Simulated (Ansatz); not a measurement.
Ir (fcc, Cu type)

```yaml
crystal:
  lattice:
    - [0.00000, 1.93527, 1.93527]
    - [1.93527, 0.00000, 1.93527]
    - [1.93527, 1.93527, 0.00000]
  atoms:
    - { symbol: Ir, position: [0.00000, 0.00000, 0.00000] }
```

The slice is a {110} plane (indices of the conventional cell) through the point (0.000, 0.000, 0.000) (fractional), spanned by u = [100] and v = [1 -1 -1] in vectors of this cell: u (2.74 Å) and v (3.87 Å, at 90° to u). It covers one period; positions are fractions (u, v).

Level of theory: PBE (plane waves to 420 eV, PAW, scalar-relativistic; Ansatz, an electronic-structure program). k mesh 21×21×21. Inside the PAW spheres the values are not all-electron values, and peaks at nuclei hang on which shells count as valence. Ir is run without spin polarisation. Ir was relaxed with its symmetry unable to fall. Spin-orbit coupling is left out, though Ir is heavy. The PAW data are Ansatz's earlier set.

Three fields on this plane, each scaled to ten steps between its own extremes (0 low, 9 high; the total valence density on a logarithmic scale, the potential cut 8 eV below its top; x marks points blanked near nuclei; v = 0 in the bottom row):

Map A
```
|xxxxxx797xxxxx|
|xxxxx56865xxxx|
|xxxxx46764xxxx|
|xxxx4567654xxx|
|xx75567776557x|
|55567777777655|
|33467777777643|
|12356788876532|
|00246899986420|
|00146899986410|
|00246899986420|
|12356788876532|
|33467777777643|
|55567777777655|
|xx75567776557x|
|xxxx4567654xxx|
|xxxxx46764xxxx|
|xxxxx56865xxxx|
|xxxxxx797xxxxx|
|xxxxxx797xxxxx|
```

Map B
```
|xxxxxx131xxxxx|
|xxxxx02420xxxx|
|xxxxx04640xxxx|
|xxxx0367630xxx|
|xx00357775300x|
|11345677765431|
|66666666666666|
|88876554556788|
|99876543456789|
|99976433346799|
|99876543456789|
|88876554556788|
|66666666666666|
|11345677765431|
|xx00357775300x|
|xxxx0367630xxx|
|xxxxx04640xxxx|
|xxxxx02420xxxx|
|xxxxxx131xxxxx|
|xxxxxx030xxxxx|
```

Map C
```
|xxxxxx767xxxxx|
|xxxxx96569xxxx|
|xxxxx75557xxxx|
|xxxx8644468xxx|
|xx98654445689x|
|76655444445566|
|33344445444433|
|11234555554321|
|00124566654210|
|00124566654210|
|00124566654210|
|11234555554321|
|33344445444433|
|76655444445566|
|xx98654445689x|
|xxxx8644468xxx|
|xxxxx75557xxxx|
|xxxxx96569xxxx|
|xxxxxx767xxxxx|
|xxxxxx868xxxxx|
```

### Question
Assign the maps to these fields: electron localisation function (ELF); valence electron density; electrostatic potential energy of an electron, from the cell's mean.

### Answer
A is the electron localisation function (ELF); B is the electrostatic potential energy of an electron, from the cell's mean; C is the valence electron density.
